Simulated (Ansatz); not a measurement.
An Ansatz input:

```yaml
crystal:
  lattice:
    - [3.008862682, 0.0, 0.0]
    - [0.0, 3.008862682, 0.0]
    - [0.0, 0.0, 3.008862682]
  atoms:
    - { symbol: Hg, position: [0.0, 0.0, 0.0] }
hamiltonian:
  xc: r2scan0
  pseudopotentials:
    kind: paw
    azcp:
      Hg: "pseudopotentials/Hg.paw.azcp"
basis:
  ecutwfc: 500
  fft_grid_basis: typed
kpoints:
  mp_grid: { grid: [5, 5, 5], shift: [0, 0, 0] }
magnetization:
  spin_polarized: false
scf:
  occupations: { method: fermi_dirac, width: 0.1 }
```

Terminal output

```
Engine: ansatz 0.2.0, aarch64-unknown-linux-gnu
Pseudopotentials: kind: paw
Pseudopotential: Hg, paw, valence charge 20, recommended cutoff 500 eV (meta_gga) 
Functional definition: r2SCAN0
  parameter a = 0.25
  parameter k0 = 0.174
  parameter k1 = 0.065
  parameter a1 = 4.9479
  exchange = (1 - a)*r2scan_x(k0 = k0, k1 = k1, a1 = a1) + a*exact_x
  correlation = r2scan_c
Crystal: 1 atoms, lattice volume = 27.240 Å³
Basis set: ecut = 500 eV, 739 PW (Γ), exchange–correlation on 96×96×96 points (64 copies of the dense FFT grid, shifted against one another)
Bands: 14, of which v1, the nominal top of the filled ones, is band 10 counted from 1 (9 counted from 0)
Symmetry: 48 space group operations
Space group: Pm-3m (ITA 221), of the structure as read, at distance tolerance 3.0e-5 Å
k-points: 10 of 125
Non-local potential: Hg, projectors of the file, l = 0: 3, l = 1: 2, l = 2: 2, l = 3: 1
PAW form: soft (Blöchl's): semilocal exchange-correlation on the pseudo side does not see the compensation charge
PAW frozen core: Hg, regenerated for the run's functional, and the local potential with it (the file was generated under x = pbe(κ = 0.804, μ = 0.2195149727645171), c = pbe(β = 0.06672455060314922))
PAW one-centre angular grid: Hg, 590 points (default); XC on 160 Gauss nodes
Initial density: superposition of atomic densities (neutral atoms: chi_scale 0, normalization atom), corrected by the library's trained network
Initial wavefunctions: pseudopotential atomic-orbital guess
Functional: x = r2scan, c = r2scan; τ floored in thin density (d = 2e-4 eV/Å³), warm-up for x = 0.75 r2scan + 0.25 exact, c = r2scan; τ floored in thin density (d = 2e-4 eV/Å³)
SCF iter   1: F=—  HF=-13827.855397 eV  |F-HF|=—  |Δ(HF+E_count)|=         —  Δρ=6.33e-3  dr2=6.86e-3  dr2_τ=4.00e-3  ethr=1.77e-3  ⟨swp⟩=10.1  Hψ=643  notcnv=0
SCF iter   2: F=—  HF=-13827.854879 eV  |F-HF|=—  |Δ(HF+E_count)|=   5.18e-4  Δρ=3.22e-3  dr2=7.68e-4  dr2_τ=3.77e-4  ethr=3.43e-5  ⟨swp⟩=3.0  Hψ=316  notcnv=0
SCF iter   3: F=—  HF=-13827.854723 eV  |F-HF|=—  |Δ(HF+E_count)|=   1.56e-4  Δρ=1.26e-3  dr2=1.20e-4  dr2_τ=1.03e-5  ethr=3.84e-6  ⟨swp⟩=2.3  Hψ=249  notcnv=0
iter 4 solved again at ethr=2.89e-9 eV; its pass at ethr=6.02e-7 eV (dr2=5.79e-7 eV) is discarded
SCF iter   4: F=—  HF=-13827.854701 eV  |F-HF|=—  |Δ(HF+E_count)|=   2.23e-5  Δρ=8.64e-5  dr2=5.77e-7  dr2_τ=3.21e-7  ethr=2.89e-9  ⟨swp⟩=3.0  Hψ=534  notcnv=0
SCF iter   5: F=—  HF=-13827.854701 eV  |F-HF|=—  |Δ(HF+E_count)|=   5.64e-7  Δρ=1.56e-5  dr2=4.12e-8  dr2_τ=2.40e-8  ethr=2.89e-9  ⟨swp⟩=3.0  Hψ=265  notcnv=0
SCF iter   6: F=—  HF=-13827.854701 eV  |F-HF|=—  |Δ(HF+E_count)|=   1.86e-8  Δρ=4.07e-6  dr2=2.83e-9  dr2_τ=7.96e-10  ethr=2.06e-10  ⟨swp⟩=3.0  Hψ=302  notcnv=0
SCF iter   7: F=-13827.854701 eV  HF=-13827.854701 eV  |F-HF|=5.46e-12  |Δ(HF+E_count)|=   3.65e-9  Δρ=3.86e-7  dr2=7.64e-12  dr2_τ=6.08e-12  ethr=1.41e-11  ⟨swp⟩=3.0  Hψ=304  notcnv=0
SCF 1 converged in 7 iterations: F = -13827.854701 eV  dr2 = 7.64e-12
Initial density: handed on by an earlier stage of this run
Initial wavefunctions: those handed on with the density
Functional: x = 0.75 r2scan + 0.25 exact, c = r2scan; τ floored in thin density (d = 2e-4 eV/Å³)
Frozen-core exchange: fock
iter 1 solved again at ethr=4.20e-5 eV; its pass at ethr=1.00e-1 eV (dr2=8.41e-3 eV) is discarded
SCF iter   1: F=—  HF=-13825.051507 eV  |F-HF|=—  |Δ(HF+E_count)|=         —  Δρ=6.28e-3  dr2=8.50e-3  dr2_τ=8.87e-4  ethr=4.20e-5  ⟨swp⟩=3.5  Hψ=604  notcnv=0
SCF iter   2: F=—  HF=-13825.048412 eV  |F-HF|=—  |Δ(HF+E_count)|=   3.10e-3  Δρ=2.54e-3  dr2=7.05e-4  dr2_τ=4.05e-4  ethr=4.03e-5  ⟨swp⟩=3.0  Hψ=303  notcnv=0
SCF iter   3: F=—  HF=-13825.048370 eV  |F-HF|=—  |Δ(HF+E_count)|=   4.15e-5  Δρ=1.17e-3  dr2=3.75e-4  dr2_τ=1.16e-5  ethr=2.15e-6  ⟨swp⟩=2.0  Hψ=242  notcnv=0
SCF iter   4: F=—  HF=-13825.048357 eV  |F-HF|=—  |Δ(HF+E_count)|=   1.34e-5  Δρ=3.43e-4  dr2=2.96e-4  dr2_τ=1.72e-6  ethr=4.26e-7  ⟨swp⟩=2.0  Hψ=242  notcnv=0
SCF iter   5: F=—  HF=-13825.050868 eV  |F-HF|=—  |Δ(HF+E_count)|=   2.51e-3  Δρ=6.93e-4  dr2=1.09e-4  dr2_τ=3.38e-6  ethr=3.62e-8  ⟨swp⟩=4.0  Hψ=459  notcnv=0
SCF iter   6: F=—  HF=-13825.050834 eV  |F-HF|=—  |Δ(HF+E_count)|=   3.37e-5  Δρ=1.01e-4  dr2=7.86e-6  dr2_τ=1.09e-7  ethr=3.62e-8  ⟨swp⟩=3.6  Hψ=352  notcnv=0
SCF iter   7: F=—  HF=-13825.050833 eV  |F-HF|=—  |Δ(HF+E_count)|=   6.27e-7  Δρ=9.78e-6  dr2=5.46e-6  dr2_τ=8.71e-10  ethr=1.15e-8  ⟨swp⟩=3.0  Hψ=304  notcnv=0
SCF iter   8: F=-13825.050874 eV  HF=-13825.050875 eV  |F-HF|=1.20e-6  |Δ(HF+E_count)|=   4.21e-5  Δρ=9.78e-5  dr2=1.74e-6  dr2_τ=4.96e-8  ethr=1.29e-10  ⟨swp⟩=5.0  Hψ=524  notcnv=0
SCF 2 stopped early in 8 iterations: F = -13825.050874 eV  dr2 = 1.74e-6
hybrid outer 1: dexx = +2.943e-3 eV, tail = 1.38e-5 eV
Frozen-core exchange: fock
SCF iter   1: F=—  HF=-13825.050877 eV  |F-HF|=—  |Δ(HF+E_count)|=         —  Δρ=5.33e-5  dr2=2.24e-6  dr2_τ=5.28e-7  ethr=3.44e-7  ⟨swp⟩=3.3  Hψ=332  notcnv=0
iter 2 solved again at ethr=5.06e-11 eV; its pass at ethr=1.46e-9 eV (dr2=1.01e-8 eV) is discarded
SCF iter   2: F=—  HF=-13825.050877 eV  |F-HF|=—  |Δ(HF+E_count)|=   8.37e-8  Δρ=1.24e-5  dr2=1.96e-6  dr2_τ=5.94e-9  ethr=5.06e-11  ⟨swp⟩=2.2  Hψ=547  notcnv=0  defer=1
SCF iter   3: F=-13825.050938 eV  HF=-13825.050938 eV  |F-HF|=1.07e-8  |Δ(HF+E_count)|=   6.11e-5  Δρ=1.00e-5  dr2=1.60e-8  dr2_τ=3.94e-9  ethr=5.06e-11  ⟨swp⟩=3.9  Hψ=387  notcnv=0
SCF 3 converged in 3 iterations: F = -13825.050938 eV  dr2 = 1.60e-8
hybrid outer 2: dexx = +1.648e-7 eV, tail = 5.42e-8 eV, Δε = 2.81e-3 eV (about 2.02e-4 eV left of the loop's levels)
hybrid SCF converged: 2 outer / 11 inner (+7 warm-up), last move |dexx| = 1.65e-7 eV, tail = 5.42e-8 eV
Stability not checked: this state was not tested for a lower state beside it, because the functional holds exact exchange (a hybrid, or Hartree-Fock), whose exchange loop this test does not read (fock_operator; see scf.lower_state_search)
Free energy (F): -13825.050938 eV
Frozen-core exchange: fock
Harris-Foulkes:  -13825.050938 eV  (|F-HF|=1.07e-8)
Internal energy: -13825.042547 eV  (E = F + TS)
E sigma→0 (E₀):  -13825.046742 eV
Entropy (-TS):   -0.008391 eV (-8.391 meV/atom)
Fermi energy:    13.066691 eV
--- Per-component energies (eV) ---
  E_band       = -510.910107
  E_kinetic    = 604.871728
  E_local      = -2815.598698  (includes V_loc(G=0)·N_el)
  E_nonlocal   = 75.115694
  E_hartree    = 1205.515439
  E_xc         = -161.436442
  E_vxc        = -222.300055  (∫ρ·V_xc dr)
  E_exx        = -85.836897  (= α·E_x^exact, valence–valence)
  E_paw        = -9930.023962  (= ΣΔE_a)
  E_vpaw       = -406.881589  (= ΣTr[D̂ρ^β])
  E_aug_tail   = 0.000388  (compensation charges beyond the density's cutoff)
  E_vtau       = 14.520116  (kinetic-family band-sum trace: ∫τ·v_τ [+ j·A + Jᵃ·Aᵃ] dr)
  E_ewald      = -2715.715680
  E_core_change = -1.934118  (= ΣΔE_core)
  E_smearing   = -0.008391  (= −TS)
  E_closure    = 0.000000  (closes the sum)
  Σ components = -13825.050938   (vs F -13825.050938, Δ=0.00e0)
--- Band table (eV; the first three rows and the last of 10) ---
  k-point 0: bands = ["-109.9232", "-56.5944", "-56.5944", "-56.5944", "1.9628", "1.9628", "2.2470", "4.1681", "4.1681", "4.1681", "23.4126", "23.4126"]
  k-point 1: bands = ["-109.9225", "-56.6143", "-56.5927", "-56.5927", "2.0257", "2.2040", "3.3528", "3.9179", "3.9179", "4.1890", "18.5636", "24.4750"]
  k-point 2: bands = ["-109.9216", "-56.6462", "-56.5902", "-56.5902", "2.1284", "2.4988", "3.5399", "3.5399", "4.2228", "6.6889", "12.2160", "26.8266"]
  k-point 9: bands = ["-109.9187", "-56.6392", "-56.6392", "-56.6390", "2.6223", "2.6925", "2.6925", "4.5353", "4.5353", "13.1867", "18.2041", "18.2041"]
  guard bands above this table: 2 of the run's 14 bands. The solve was not asked for them (output.publish_guard_bands: true or output.eigenvalues: true publishes all)
```

Command:

```sh
ansatz run input.yaml --threads 4 --pin off --max-ram 8192MiB --backend cpu --events-out ev --progress --plain --runs-dir out
```

On 4 threads of Arm Neoverse V1 (shared host) this took about 3.6 s of wall time and 10 s of CPU time, with 0.73 GiB at the peak.
